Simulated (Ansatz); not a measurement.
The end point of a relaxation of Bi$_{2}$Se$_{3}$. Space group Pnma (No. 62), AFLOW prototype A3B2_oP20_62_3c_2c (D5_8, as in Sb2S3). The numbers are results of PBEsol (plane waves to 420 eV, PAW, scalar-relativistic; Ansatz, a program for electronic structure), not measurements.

```xyz
20
Lattice="11.7105 0.0000 0.0000 0.0000 4.1047 0.0000 0.0000 0.0000 11.4115" Properties=species:S:1:pos:R:3 pbc="T T T"
Bi    11.6217     1.0262     1.9639
Bi     5.7664     1.0262     3.7419
Bi     0.0888     3.0785     9.4476
Bi     5.9441     3.0785     7.6696
Bi     7.7322     1.0262    10.9904
Bi     1.8769     1.0262     6.1268
Bi     3.9783     3.0785     0.4211
Bi     9.8336     3.0785     5.2847
Se     3.2863     1.0262     2.2710
Se     9.1416     1.0262     3.4347
Se     8.4242     3.0785     9.1405
Se     2.5690     3.0785     7.9767
Se     5.2166     1.0262     9.8885
Se    11.0718     1.0262     7.2287
Se     6.4940     3.0785     1.5230
Se     0.6387     3.0785     4.1827
Se     7.3398     1.0262     6.3225
Se     1.4845     1.0262    10.7947
Se     4.3707     3.0785     5.0890
Se    10.2260     3.0785     0.6167
```

```json
{
 "volume_per_atom": "27.43 Å³",
 "density": "7.93 g/cm³",
 "band_gap": "0.94 eV, direct at k = (0, 0.1429, 0) (no spin-orbit coupling)",
 "shortest_distances": "Bi–Se 2.75 Å; Se–Se 3.40 Å",
 "k-mesh": "3×7×3"
}
```

Band energies at high-symmetry points (eV from the VBM; labels of this space group; no spin-orbit coupling), from −5 eV up to 5.9 eV:

```
point                                                                                                                                                                                                                                                                                                                                                             energies
-----  -------------------------------------------------------------------------------------------------------------------------------------------------------------------------------------------------------------------------------------------------------------------------------------------------------------------------------------------------------------------
Γ                -4.74 -4.18 -3.89 -3.84 -3.19 -3.19 -3.18 -3.18 -2.84 -2.62 -2.44 -2.32 -2.30 -2.28 -2.13 -2.10 -2.08 -1.71 -1.68 -1.68 -1.48 -1.32 -1.21 -1.10 -1.04 -0.92 -0.89 -0.73 -0.68 -0.67 -0.65 -0.63 -0.39 -0.32 -0.14 -0.05 0.95 1.37 1.42 1.71 1.94 2.00 2.12 2.29 2.44 2.48 2.77 2.79 2.79 3.04 3.04 3.08 3.20 3.33 3.60 3.61 4.22 4.57 4.59 4.69 5.00 5.08
X                -4.28 -4.28 -3.83 -3.83 -3.53 -3.53 -3.06 -3.06 -2.99 -2.99 -2.38 -2.38 -2.13 -2.13 -2.06 -2.06 -1.99 -1.99 -1.66 -1.66 -1.39 -1.39 -1.09 -1.09 -1.00 -1.00 -0.93 -0.93 -0.58 -0.58 -0.53 -0.53 -0.33 -0.33 -0.01 -0.01 1.18 1.18 1.39 1.39 1.99 1.99 2.19 2.19 2.40 2.40 2.71 2.71 2.84 2.84 3.20 3.20 3.51 3.51 4.14 4.14 4.20 4.20 4.29 4.29 4.66 4.66
S                          -4.85 -4.85 -4.85 -4.85 -3.94 -3.94 -3.94 -3.94 -3.66 -3.66 -3.66 -3.66 -2.99 -2.99 -2.99 -2.99 -2.56 -2.56 -2.56 -2.56 -2.09 -2.09 -2.09 -2.09 -1.41 -1.41 -1.41 -1.41 -0.95 -0.95 -0.95 -0.95 -0.36 -0.36 -0.36 -0.36 1.92 1.92 1.92 1.92 2.31 2.31 2.31 2.31 2.91 2.91 2.91 2.91 3.57 3.57 3.57 3.57 3.86 3.86 3.86 3.86 5.10 5.10 5.10 5.10
Y                -4.95 -4.95 -4.75 -4.75 -3.87 -3.87 -3.80 -3.80 -3.61 -3.61 -3.47 -3.47 -3.38 -3.38 -3.16 -3.16 -2.86 -2.86 -2.69 -2.69 -2.33 -2.33 -1.72 -1.72 -1.19 -1.19 -1.01 -1.01 -0.83 -0.83 -0.72 -0.72 -0.59 -0.59 -0.35 -0.35 1.61 1.61 1.84 1.84 1.95 1.95 2.20 2.20 2.67 2.67 3.44 3.44 3.50 3.50 3.71 3.71 3.87 3.87 4.25 4.25 5.01 5.01 5.13 5.13 5.70 5.70
Z                -4.41 -4.41 -4.17 -4.17 -3.34 -3.34 -2.94 -2.94 -2.46 -2.46 -2.43 -2.43 -2.32 -2.32 -1.85 -1.85 -1.79 -1.79 -1.65 -1.65 -1.43 -1.43 -1.27 -1.27 -0.94 -0.94 -0.90 -0.90 -0.76 -0.76 -0.75 -0.75 -0.54 -0.54 -0.20 -0.20 1.20 1.20 1.84 1.84 1.92 1.92 2.26 2.26 2.52 2.52 2.73 2.73 2.80 2.80 3.17 3.17 3.31 3.31 3.97 3.97 4.23 4.23 4.43 4.43 4.72 4.72
U      -4.32 -4.32 -4.01 -4.01 -3.28 -3.28 -3.01 -3.01 -2.78 -2.78 -2.72 -2.72 -2.39 -2.39 -1.98 -1.98 -1.56 -1.56 -1.51 -1.51 -1.37 -1.37 -1.23 -1.23 -0.90 -0.90 -0.88 -0.88 -0.84 -0.84 -0.72 -0.72 -0.32 -0.32 -0.19 -0.19 1.22 1.22 1.81 1.81 1.98 1.98 2.03 2.03 2.42 2.42 2.43 2.43 3.13 3.13 3.34 3.34 3.74 3.74 3.88 3.88 4.04 4.04 4.18 4.18 4.81 4.81 5.70 5.70
R      -4.79 -4.79 -4.79 -4.79 -4.29 -4.29 -4.29 -4.29 -3.46 -3.46 -3.46 -3.46 -2.76 -2.76 -2.76 -2.76 -2.56 -2.56 -2.56 -2.56 -2.06 -2.06 -2.06 -2.06 -1.28 -1.28 -1.28 -1.28 -0.97 -0.97 -0.97 -0.97 -0.76 -0.76 -0.76 -0.76 1.71 1.71 1.71 1.71 2.27 2.27 2.27 2.27 3.25 3.25 3.25 3.25 3.81 3.81 3.81 3.81 4.27 4.27 4.27 4.27 4.68 4.68 4.68 4.68 5.76 5.76 5.76 5.76
T                            -4.50 -4.50 -4.29 -4.29 -4.15 -4.15 -3.61 -3.61 -3.56 -3.56 -3.15 -3.15 -3.01 -3.01 -2.40 -2.40 -2.09 -2.09 -2.08 -2.08 -1.69 -1.69 -1.56 -1.56 -1.35 -1.35 -1.16 -1.16 -1.12 -1.12 -0.58 -0.58 -0.41 -0.41 1.41 1.41 1.84 1.84 2.34 2.34 2.84 2.84 3.00 3.00 3.14 3.14 3.21 3.21 3.72 3.72 3.96 3.96 4.35 4.35 4.81 4.81 5.01 5.01 5.62 5.62
```

No spin polarisation in the result. Without spin-orbit coupling the bands of the heavy element are not split, so the gap can be far off.

The run could not lose the symmetry of its start.

The first start was generated by placing the elements on the sites of a structure type. A measured structure of Bi2Se3 has the same space group, Pnma (No. 62); the sites were not compared with it. Another known form has space group No. 166.
